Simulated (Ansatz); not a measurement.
Cr2N (space group P-31m)

```xyz
9
Lattice="4.7188 0.0000 0.0000 -2.3594 4.0866 0.0000 0.0000 0.0000 4.3589" Properties=species:S:1:pos:R:3 pbc="T T T"
Cr     1.5397     0.0000     1.1041
Cr    -0.7699     1.3334     1.1041
Cr     1.5895     2.7532     1.1041
Cr    -1.5895     2.7532     3.2548
Cr     3.1791     0.0000     3.2548
Cr     0.7699     1.3334     3.2548
N      0.0000     2.7244     2.1795
N      2.3594     1.3622     2.1795
N      0.0000     0.0000     0.0000
```

E(V) scan at fixed shape, V₀ the volume above. The atoms relax within the cell's symmetry.

These are PBEsol (plane waves to 420 eV, PAW, scalar-relativistic; Ansatz, a program for electronic structure) values and carry that method's errors. k mesh 11×11×11 (Γ-centred), Fermi-Dirac smearing 0.05 eV. E stands for the smeared free energy. Compression counts positive. With the shape held, the modulus is that of even scaling; a crystal free to change shape is softer. Cr2N is run without spin polarisation. Cr2N was relaxed with its symmetry unable to fall. ΔE is measured from the relaxed starting cell. The last digit holds for this mesh only.

| V (Å³/atom) | ΔE (meV/atom) |
|---|---|
| 7.845 | 323.1 |
| 8.144 | 193.3 |
| 8.443 | withheld |
| 8.742 | 42.5 |
| 9.041 | 10.0 |
| 9.340 | 0.0 |
| 9.639 | 8.9 |
| 9.937 | 33.4 |
| 10.236 | 71.0 |
| 10.535 | 119.3 |
| 10.834 | 176.3 |

Problem. Fit a third-order Birch-Murnaghan form (E₀, V₀, B₀, B₀′ free) to the given rows and predict ΔE at V = 8.443.

Solution. Least squares on the 10 given rows: ΔE = E₀ + (9V₀B₀/16)·y²·[2 + (B₀′ − 4)y], y = (V₀/V)^(2/3) − 1, with V₀ = 9.340 Å³/atom, B₀ = 312.1 GPa (160.2 GPa = 1 eV/Å³; the term in eV is multiplied by 1000), B₀′ = 4.61, E₀ = 0.22 meV/atom; root-mean-square residual 0.20 meV/atom. At 8.443 the fit gives 101.6 meV/atom; the calculation gives 101.9 meV/atom, so the interpolation is off by -0.3 (-0.3 %). For the pressure the fit gives 39.8 GPa against the computed 40.0 GPa.

(A scan under strain: stresses follow from slopes of the energy per volume, elastic moduli from its curvatures.)
